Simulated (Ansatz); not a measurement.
BeS (NiAs type, P6_3/mmc) at seven volumes, the program Ansatz at the r²SCAN level (PAW), shape and atoms relaxed at each. One row is withheld.

| V (Å³/atom) | P (GPa) |
|---|---|
| 11.278 | 12.65 |
| 11.649 | 7.81 |
| 12.021 | 3.62 |
| 12.393 | 0.00 |
| 12.765 | ? |
| 13.136 | -5.85 |
| 13.508 | -8.21 |

Fit the shown pressures and predict the withheld one.

Third-order Birch–Murnaghan: P = (3/2)B₀(x^(7/2) − x^(5/2))[1 + (3/4)(B′ − 4)(x − 1)] with x = (V₀/V)^(2/3). Least squares on the six rows gives V₀ = 12.393 Å³/atom, B₀ = 112.2 GPa, B′ = 3.80. At V = 12.765, x = 0.9805 and P = -3.14 GPa. The run itself gave -3.13 GPa.

This is a known high-pressure phase of the composition, computed here at zero pressure and temperature. The r²SCAN relaxation kept the symmetry of its start; whether a distortion lowers the energy is not shown.

Potentials: the later of the program's two PAW sets.
